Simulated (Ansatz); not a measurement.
# Exchange couplings of Eu (Fm-3m)

The geometry is a structure from the Materials Project, held fixed and not relaxed.

Settings: PBEsol, 10×10×10 k mesh, Fermi–Dirac smearing of 0.08 eV. AE-PAW is all-electron PAW in Ansatz 0.2.0 on datasets made for the crystal. Site moments are integrated in spheres about the atoms.

The input and its command:

```yaml
crystal:
  lattice:
    - [0.0, 2.7893026914, 2.7893026914]
    - [2.7893026914, 0.0, 2.7893026914]
    - [2.7893026914, 2.7893026914, 0.0]
  atoms:
    - { symbol: Eu, position: [0.0, 0.0, 0.0], spin: 7.2 }
magnetization:
  spin_polarized: true
kpoints:
  mp_grid: { grid: [10, 10, 10] }
  band_path:
    path:
      - [0.0, 0.0, 0.0]
      - [0.5, 0.0, 0.5]
      - [0.625, 0.25, 0.625]
      - [0.375, 0.375, 0.75]
      - [0.0, 0.0, 0.0]
      - [0.5, 0.5, 0.5]
      - [0.5, 0.25, 0.75]
      - [0.5, 0.0, 0.5]
    npoints: 8
scf:
  occupations: { method: fermi_dirac, width: 0.08 }
hamiltonian:
  xc: pbesol
  pseudopotentials: { kind: all_electron, datasets: crystal }
output:
  eigenvalues: false
  eigenstates:
    nscf_kmesh: { grid: [10, 10, 10] }
    top_band: c25
    exchange_couplings: { magnetic: [{ species: Eu }] }
```

Command: `ansatz run input.yaml --threads 2 --pin off --max-ram 5120MiB --backend cpu --events-out ev --progress --plain --runs-dir out`

Site moments (μB): Eu 7.17. Cell moment 7.48 μB.

Couplings come from the force theorem (directions of the magnetic atoms constrained, all else relaxed) on a 10×10×10 mesh, with E = −Σ J e_i·e_j over ordered pairs of unit vectors, so positive J favours parallel moments.

```json
{"pair": "Eu–Eu at 3.94 Å", "count": "12", "J AE-PAW (meV)": "+5.15", "J, frozen-core files (meV)": "+5.22"}
{"pair": "Eu–Eu at 5.58 Å", "count": "6", "J AE-PAW (meV)": "-0.37", "J, frozen-core files (meV)": "-0.36"}
{"pair": "Eu–Eu at 6.83 Å", "count": "24", "J AE-PAW (meV)": "-0.56", "J, frozen-core files (meV)": "-0.56"}
{"pair": "Eu–Eu at 7.89 Å", "count": "12", "J AE-PAW (meV)": "-0.62", "J, frozen-core files (meV)": "-0.63"}
{"pair": "Eu–Eu at 8.82 Å", "count": "24", "J AE-PAW (meV)": "+0.11", "J, frozen-core files (meV)": "+0.11"}
{"pair": "Eu–Eu at 9.66 Å", "count": "8", "J AE-PAW (meV)": "-0.01", "J, frozen-core files (meV)": "-0.02"}
{"pair": "Eu–Eu at 10.44 Å", "count": "48", "J AE-PAW (meV)": "-0.05", "J, frozen-core files (meV)": "-0.05"}
{"pair": "Eu–Eu at 11.16 Å", "count": "6", "J AE-PAW (meV)": "+0.02", "J, frozen-core files (meV)": "+0.02"}
{"pair": "Eu–Eu at 11.83 Å, set 1", "count": "24", "J AE-PAW (meV)": "-0.03", "J, frozen-core files (meV)": "-0.03"}
{"pair": "Eu–Eu at 11.83 Å, set 2", "count": "12", "J AE-PAW (meV)": "+0.04", "J, frozen-core files (meV)": "+0.04"}
{"pair": "Eu–Eu at 12.47 Å", "count": "24", "J AE-PAW (meV)": "-0.01", "J, frozen-core files (meV)": "-0.01"}
{"pair": "Eu–Eu at 13.08 Å", "count": "24", "J AE-PAW (meV)": "-0.05", "J, frozen-core files (meV)": "-0.05"}
```

Pairs at one distance with different couplings are listed as sets.

The program reports that this state isn't the lowest of its own couplings. The gain of the softest rotation is smaller than what its band sum leaves out of a whole turn, though, so more bands could change its sign.

The couplings come from one mesh, and their convergence in k wasn't tested.

Without U a semilocal functional puts the f levels too near the Fermi level, which can change moments and the order of magnetic states; site and cell moments are spin moments. Spin–orbit coupling is left out although heavy atoms are present. With open f shells a run can end in a state that isn't the lowest. The program couldn't verify every level among the many empty bands that the force theorem sums over. None of this fixes the real material's magnetic order: only patterns that fit the cell were computed, without spin fluctuations and on one mesh and smearing, with a functional that can overstate moments.
